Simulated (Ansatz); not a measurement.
YF3:
```
YF3
1.0
    6.33006     0.00000     0.00000
    0.00000     6.83973     0.00000
    0.00000     0.00000     4.36952
Y F
4 12
Cartesian
  3.99361   5.12979   4.10167
  2.33645   1.70993   0.26786
  5.50148   1.70993   1.91691
  0.82858   5.12979   2.45262
  1.04497   2.98803   1.65143
  5.28509   3.85169   2.71810
  2.12006   3.85169   3.83619
  4.21000   2.98803   0.53334
  4.21000   0.43183   0.53334
  2.12006   6.40790   3.83619
  5.28509   6.40790   2.71810
  1.04497   0.43183   1.65143
  3.31106   1.70993   2.57565
  3.01900   5.12979   1.79387
  6.18403   5.12979   0.39089
  0.14603   1.70993   3.97863
```

Cartesian axes are those of the cell as given.

### Question
Give the high-frequency dielectric tensor and the Born effective charge tensors of the independent atoms from DFPT, plane-wave PAW PBEsol (Ansatz code).

### Answer

ε∞:
```
2.82  0.00  0.00
0.00  2.74  0.00
0.00  0.00  2.68
```
Z* of atom 1 (Y), rows: field, columns: displacement, in e:
```
 3.98   0.00  -0.27
 0.00   3.85   0.00
-0.13   0.00   3.64
```
Z* of atom 5 (F), rows: field, columns: displacement, in e:
```
-1.27  -0.02   0.25
-0.02  -1.56  -0.33
 0.28  -0.33  -1.01
```
Z* of atom 13 (F), rows: field, columns: displacement, in e:
```
-1.45   0.00   0.26
 0.00  -0.73   0.00
 0.28   0.00  -1.62
```

Space group Pnma. The first step of the workflow began from a Materials Project structure, measured or hypothetical; the Crystallography Open Database files this formula in space group No. 62, but the cells were not matched. Its standing as an ambient phase is unchecked. Symmetry was held in the PBEsol relaxation; its stability against distortions is not shown here. The run is not spin-polarised. Spin–orbit coupling is left out wherever it is not named.

Potentials: the earlier of the program's two PAW sets. The files were generated under PBE; for other functionals the program regenerates the frozen cores, and for LDA and PBEsol the local potential too.
